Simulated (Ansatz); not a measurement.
GaN:
```
GaN
1.0
    0.00000     2.10850     2.10850
    2.10850     0.00000     2.10850
    2.10850     2.10850     0.00000
Ga N
1 1
Direct
  0.00000   0.00000   0.00000
  0.50000   0.50000   0.50000
```

Relaxed with r²SCAN.

Question: Map the valence electron density (e/Å³), cut off at 3 on the plane through (0.000, 0.000, 0.000) spanned by u = [1, 0, 0] and v = [0, 1, -1] in lattice vectors, from r²SCAN in the plane-wave PAW code Ansatz.

Answer: x is the fraction of u, y of v (the angle between them is 90°; rows are the nearest grid lines); atoms in the plane: Ga at (0.00, 0.00), N at (0.50, 0.50).
```
y \ x   0.000  0.0625  0.188  0.250  0.375  0.438  0.562  0.625  0.750  0.812  0.938   1.00
------  -----  ------  -----  -----  -----  -----  -----  -----  -----  -----  -----  -----
1.00     3.00    3.00   2.64  0.782  0.237  0.192  0.192  0.237  0.782   2.64   3.00   3.00
0.938    3.00    3.00   2.10  0.713  0.257  0.219  0.219  0.257  0.713   2.10   3.00   3.00
0.875    3.00    3.00   1.21  0.586  0.327  0.311  0.311  0.327  0.586   1.21   3.00   3.00
0.750   0.782   0.713  0.511  0.525  0.780  0.922  0.922  0.780  0.525  0.511  0.713  0.782
0.688   0.373   0.373  0.461  0.627   1.32   1.72   1.72   1.32  0.627  0.461  0.373  0.373
0.625   0.237   0.257  0.479  0.780   2.12   2.83   2.83   2.12  0.780  0.479  0.257  0.237
0.562   0.191   0.219  0.510  0.922   2.83   3.00   3.00   2.83  0.922  0.510  0.219  0.191
0.438   0.191   0.219  0.510  0.922   2.83   3.00   3.00   2.83  0.922  0.510  0.219  0.191
0.375   0.237   0.257  0.479  0.780   2.12   2.83   2.83   2.12  0.780  0.479  0.257  0.237
0.312   0.373   0.373  0.461  0.627   1.32   1.72   1.72   1.32  0.627  0.461  0.373  0.373
0.250   0.782   0.713  0.511  0.525  0.780  0.922  0.922  0.780  0.525  0.511  0.713  0.782
0.125    3.00    3.00   1.21  0.586  0.327  0.311  0.311  0.327  0.586   1.21   3.00   3.00
0.0625   3.00    3.00   2.10  0.713  0.257  0.219  0.219  0.257  0.713   2.10   3.00   3.00
0.000    3.00    3.00   2.64  0.782  0.237  0.192  0.192  0.237  0.782   2.64   3.00   3.00
```

The density is the valence pseudo-density with augmentation charge, so density and ELF within about 1 Å of a nucleus are not all-electron values.

Space group Fm-3m (rock salt). This is a known high-pressure phase of the composition, computed here at zero pressure and temperature. The r²SCAN relaxation kept the symmetry of its start; whether a distortion lowers the energy is not shown.

Potentials: the later of the program's two PAW sets.
